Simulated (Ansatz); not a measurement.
5 guesses for Sc4Mo and where they end

Method: DFT PBE, scalar-relativistic, plane waves, PAW in Ansatz 0.2.0. All cells share a 420 eV cutoff and Γ-centred k meshes spaced at most about 0.3 Å⁻¹ (about 0.25 or finer for metals, 2π included). Collinear spin in cells that started with moments and kept them past the coarse steps, no spin elsewhere.

Each guess was relaxed in cell and atoms at zero pressure, within the symmetry of its start. Temperature and zero-point effects are left out. Coordination counts all near atoms (those within 1.25 times the shortest distance at each site; a plus sign parts nearer from farther groups; a slash parts the counts of unlike sites).

```csv
guess,made from,start group,V start (Å³/atom),end group,V end (Å³/atom),coordination at the end,gap on mesh (eV),largest moment (μB),E over the lowest end (meV/atom)
1,Co4H type,P-3m1,16.4,P-3m1,22.4,"Sc 12/3+9, Mo 6+6",0,0.3,0
2,Mn4N type,Pm-3m,17.1,Pm-3m,24.5,"Sc 2/6, Mo 12+8",0,3.0,1148
3,random cell,Pm-3m,18.3,Pm-3m,25.7,"Sc 2/12+8, Mo 6",0,-,221
4,random cell,Im-3m,20.1,?,?,?,?,?,?
5,random cell,P6/mmm,22.3,P6/mmm,24.0,"Sc 5/8, Mo 6",0,0.4,730
```

Guess 4 as it starts:

```cif
data_structure
_symmetry_space_group_name_H-M 'P 1'
_symmetry_Int_Tables_number 1
_cell_length_a 5.0739
_cell_length_b 5.0739
_cell_length_c 5.0739
_cell_angle_alpha 109.471
_cell_angle_beta 109.471
_cell_angle_gamma 109.471
_cell_volume 100.56
loop_
_atom_site_label
_atom_site_type_symbol
_atom_site_fract_x
_atom_site_fract_y
_atom_site_fract_z
_atom_site_occupancy
Sc1 Sc 0.50000 0.50000 0.50000 1
Sc2 Sc 0.00000 0.00000 0.50000 1
Sc3 Sc 0.00000 0.50000 0.00000 1
Sc4 Sc 0.50000 0.00000 0.00000 1
Mo1 Mo 0.00000 0.00000 0.00000 1
```

Q: Fill in the missing row: what does this guess relax into, and where does it rank?

A: It ends in space group Im-3m (No. 229), with a = 6.358 Å, 25.7 Å³/atom and no gap, without spin. It lies 0.37 eV/atom over the lowest end, above guess 3 and below guess 5. Counting all near atoms, this end has Sc 2+6, Mo 8 and the lowest (guess 1) has Sc 12/3+9, Mo 6+6.

```yaml
crystal:
  lattice:
    - [-3.17907, 3.17907, 3.17907]
    - [3.17907, -3.17907, 3.17907]
    - [3.17907, 3.17907, -3.17907]
  atoms:
    - { symbol: Sc, position: [0.50000, 0.50000, 0.50000] }
    - { symbol: Sc, position: [0.00000, 0.00000, 0.50000] }
    - { symbol: Sc, position: [0.00000, 0.50000, 0.00000] }
    - { symbol: Sc, position: [0.50000, 0.00000, 0.00000] }
    - { symbol: Mo, position: [0.00000, 0.00000, 0.00000] }
```

The zero of energy is the elements' standard structures at the same level; no fitted shifts are applied.

Q: Is the lowest end bound against the elements?

A: No: its formation energy is +0.19 eV/atom. It can't be a ground state, since the elements alone are lower.

Another magnetic order may lie lower. Cells relaxed within their symmetry can be saddle points. A lower structure may well exist outside this small set. Some structure types and database cells were kept out of the candidates from the start, so a known form may be missing.
